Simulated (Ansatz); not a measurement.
SnSe:
```
CELL_PARAMETERS angstrom
      0.00000     3.38995     3.38995
      3.38995     0.00000     3.38995
      3.38995     3.38995     0.00000
ATOMIC_POSITIONS crystal
  Se 0.25000 0.25000 0.25000
  Sn 0.00000 0.00000 0.00000
```

Relaxed with PBE. Special points in fractions of this cell's reciprocal vectors: Γ (0.000, 0.000, 0.000); X (0.500, 0.000, 0.500); U (0.625, 0.250, 0.625); K (0.375, 0.375, 0.750); L (0.500, 0.500, 0.500); W (0.500, 0.250, 0.750).

**Question.** List the band energies nearest the Fermi level at these points for the program Ansatz at the PBE level (PAW).

**Answer.** In eV from the Fermi level; about four levels below and three above (degenerate sets whole), none deeper than 8.9 eV; points with the same levels are listed once.

```
k                    below           above
-  -----------------------  --------------
Γ  -5.38 -2.23 -2.23 -2.23  1.47 1.47 1.47
X  -7.39 -3.41 -3.41 -0.63  0.06 4.25 4.25
U  -7.34 -3.83 -3.21 -0.51  1.19 3.33 3.57
L  -7.12 -2.73 -2.73 -2.16  2.22 2.22 3.26
W        -7.36 -3.69 -3.60  0.00 1.57 2.19
```

Space group F-43m (zinc blende). The start of the workflow was typed in or built on a structure type; neither database checked (COD, Materials Project) lists it. It is not the phase usual at ambient conditions (space group No. 62). Symmetry was held in the PBE relaxation; its stability against distortions is not shown here. The volume moved by 17 % from the start of the relaxation. A small band overlap can be real or an error of a semilocal functional. The Fermi level of a semimetal is unsure by some 0.05 eV on such meshes. Spin–orbit coupling is left out wherever it is not named.

Potentials: the earlier of the program's two PAW sets.
